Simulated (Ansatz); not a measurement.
Property card for SiO$_{2}$

SiO$_{2}$:
```cif
data_O8Si4
_chemical_formula_sum 'Si4 O8'
_space_group_name_H-M_alt 'P 1'
_space_group_IT_number 1
_cell_length_a 5.03533
_cell_length_b 5.03533
_cell_length_c 8.56589
_cell_angle_alpha 90.000
_cell_angle_beta 90.000
_cell_angle_gamma 120.000
loop_
_space_group_symop_operation_xyz
  'x, y, z'
loop_
_atom_site_label
_atom_site_type_symbol
_atom_site_fract_x
_atom_site_fract_y
_atom_site_fract_z
_atom_site_occupancy
Si1 Si 0.66667 0.33333 0.93705 1
Si2 Si 0.33333 0.66667 0.43705 1
Si3 Si 0.66667 0.33333 0.56295 1
Si4 Si 0.33333 0.66667 0.06295 1
O1 O 0.00000 0.41304 0.00000 1
O2 O 0.58696 0.00000 0.50000 1
O3 O 0.58696 0.58696 0.00000 1
O4 O 0.00000 0.58696 0.50000 1
O5 O 0.41304 0.00000 0.00000 1
O6 O 0.41304 0.41304 0.50000 1
O7 O 0.66667 0.33333 0.75000 1
O8 O 0.33333 0.66667 0.25000 1
```

Space group P6_322 (No. 182); conventional cell a = 5.0353 Å, b = 5.0353 Å, c = 8.5659 Å, α = 90.00°, β = 90.00°, γ = 120.00°.

Method: r²SCAN in the plane-wave PAW code Ansatz. Geometry: relaxed at this level of theory. Other levels are named where they apply.

### Cell and energy

- Volume per atom: 15.67 Å³
- Density: 2.12 g/cm³
- Formation energy from the elements (no fitted shifts): -287 kJ/mol-atom

### Electronic structure

- Band gap = 6.18 eV (indirect)
- Valence-band maximum = on the Γ–A line, 38 % of the way from Γ
- Conduction-band minimum = at Γ
- Smallest direct gap on the standard path = 6.22 eV
- Electron effective mass = 0.57 mₑ (isotropic)
- Hole effective mass = 0.98, 2.6, 2.6 mₑ (principal values)
- HSE06 gap on the r²SCAN cell = 7.32 eV

### Mechanics

Bulk modulus (Birch–Murnaghan fit): 35.5 GPa
Pressure derivative B′: 4.1

### Dielectric response

- Electronic dielectric constant ε∞ (DFPT): 2.08 (xx = yy), 2.10 (zz)
- Born charges (a third of the trace): Si +3.39, O -1.75 to -1.68 e

### Phonons

Highest zone-centre frequency (without LO–TO term): 1269 cm^-1
Zone-centre stability: unstable, softest mode 23i cm⁻¹
Dynamical stability on the path: unstable, down to 63i cm⁻¹

### Charges

Bader charges: Si +3.37, O -1.69 e

The first step of the workflow began from a Materials Project structure, measured or hypothetical; the Crystallography Open Database copy checked does not list it. It is not the phase usual at ambient conditions (space group No. 92, 152, 154). Symmetry was held in the r²SCAN relaxation. The references are the lowest solids computed at this level, not always the standard phases (solids in place of the gases).

Potentials: the earlier of the program's two PAW sets. The files were generated under PBE; for other functionals the program regenerates the frozen cores, and for LDA and PBEsol the local potential too.
